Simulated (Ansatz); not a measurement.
NbGa3:
```yaml
crystal:
  lattice:
    - [-1.86857, 1.86857, 4.30498]
    - [1.86857, -1.86857, 4.30498]
    - [1.86857, 1.86857, -4.30498]
  atoms:
    - { symbol: Nb, position: [0.00000, 0.00000, 0.00000] }
    - { symbol: Ga, position: [0.50000, 0.50000, 0.00000] }
    - { symbol: Ga, position: [0.75000, 0.25000, 0.50000] }
    - { symbol: Ga, position: [0.25000, 0.75000, 0.50000] }
```

Relaxed with LDA. Special points in fractions of this cell's reciprocal vectors: Γ (0.000, 0.000, 0.000); X (0.000, 0.000, 0.500); P (0.250, 0.250, 0.250); N (0.000, 0.500, 0.000); M (0.500, 0.500, -0.500); S (0.297, 0.703, -0.297); S0 (-0.297, 0.297, 0.297); R (-0.094, 0.094, 0.500); G (0.500, 0.500, -0.094).

### Question
List the band energies nearest the Fermi level at these points for LDA in the plane-wave PAW code Ansatz.

### Answer
In eV from the Fermi level; about four levels below and three above (degenerate sets whole), none deeper than 8.9 eV; points with the same levels are listed once.

```csv
k,below,above
Γ,-2.80 -2.45 -2.45 -0.20,0.41 1.77 1.77
X,-4.72 -3.46 -3.24 -2.45,1.44 1.88 2.17
P,-5.38 -2.87 -2.87 -2.25,0.81 1.44 2.36
N,-4.50 -2.63 -1.59 -0.48,1.23 2.37 2.57
M,-3.52 -1.66 -1.66 -1.16,0.06 0.06 0.44
S,-2.57 -2.10 -1.66 -0.33,0.80 1.06 2.11
R,-4.26 -3.35 -2.74 -2.30,0.91 1.85 2.12
```

Space group I4/mmm. The workflow started from a Materials Project entry (that database holds measured and hypothetical structures alike); the Crystallography Open Database files this formula in space group No. 139, but the cells were not matched. Whether it is the stable phase at ambient conditions was not checked. Symmetry was held in the LDA relaxation; of distortions, only those at the zone centre were tested. No spin polarisation was allowed. Scalar-relativistic: spin–orbit coupling is off unless named, which matters more the heavier the elements.

Potentials: the later of the program's two PAW sets.
